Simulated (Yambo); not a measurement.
ZnSe (zinc blende, space group F-43m, No. 216), G0W0@PBEsol in Yambo with this input:

```
rim_cut
gw0
dyson
el_el_corr
HF_and_locXC
ppa
em1d
RandQpts= 1000000
RandGvec= 1 Ry
EXXRLvcs= 86 Ry
VXCRLvcs= 344 Ry
Chimod= "HARTREE"
% BndsRnXp
 10 | 110 |
%
NGsBlkXp= 10 Ry
% LongDrXp
 1.0 | 1.0 | 1.0 |
%
PPAPntXp= 27.2114 eV
% GbndRnge
 1 | 110 |
%
GTermKind= "BG"
DysSolver= "n"
ExtendOut
```

On a 4×4×4 mesh, with wavefunctions cut at 86 Ry, the gap (Γ → Γ) is 2.751 eV and the valence edge shifts by -1.289 eV.

Problem. What happens with this change: exchange cut at 10 Ry?

Solution. The gap falls by 0.558 eV, to 2.193 eV; the shift of the valence edge becomes 0.299 eV. Neither run is shown to be the converged limit.

The standard potential for Se keeps a d shell in the valence without the s and p states of that shell. In tests on such compounds this moved G0W0 gaps by up to about 0.9 eV, so absolute quasiparticle energies here are unreliable; differences between settings are what counts.

Spin-orbit coupling is not included.

Geometry relaxed with PBEsol; primitive cell a = 3.9830 Å, b = 3.9830 Å, c = 3.9830 Å, α = 60.00°, β = 60.00°, γ = 60.00°.

A shift is the quasiparticle energy of the state minus its PBEsol energy.
